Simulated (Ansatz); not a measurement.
This cell of BiAu₂ (cubic Laves, MgCu2 type) is off equilibrium:

```yaml
crystal:
  lattice:
    - [0.00000, 3.84578, 4.15344]
    - [3.84578, 0.00000, 4.15344]
    - [3.84578, 3.84578, 0.00000]
  atoms:
    - { symbol: Bi, position: [0.00000, 0.00000, 0.00000] }
    - { symbol: Bi, position: [0.25000, 0.25000, 0.25000] }
    - { symbol: Au, position: [0.62500, 0.62500, 0.12500] }
    - { symbol: Au, position: [0.62500, 0.12500, 0.62500] }
    - { symbol: Au, position: [0.62500, 0.62500, 0.62500] }
    - { symbol: Au, position: [0.12500, 0.62500, 0.62500] }
```

All values below come from PBEsol (plane waves to 420 eV, PAW, scalar-relativistic; Ansatz, a quantum-chemistry and plane-wave program). k mesh 10×10×10 (Γ-centred), Fermi-Dirac smearing 0.05 eV. E stands for the smeared free energy. Stress and pressure are positive under compression. With partly filled bands, the response to shear is sensitive to the k mesh, so small differences along c/a are uncertain. BiAu2 was relaxed with its symmetry unable to fall. Spin-orbit coupling is left out, though Au and Bi are heavy.

Task: What is the stress tensor (GPa)?

Result: 
```
    4.4      0.0      0.0
    0.0      4.4      0.0
    0.0      0.0      0.2
```
The pressure, a third of the trace, is 3.0 GPa.

Task: It is the relaxed cell deformed to V/V₀ = 0.980, (c/a)/(c/a)₀ = 1.080, c along z, fractional positions held. What is its energy relative to the relaxed cell?

Result: 17 meV/atom.

(Under strain, the slope of the energy per volume gives the stress and its curvature an elastic modulus.)
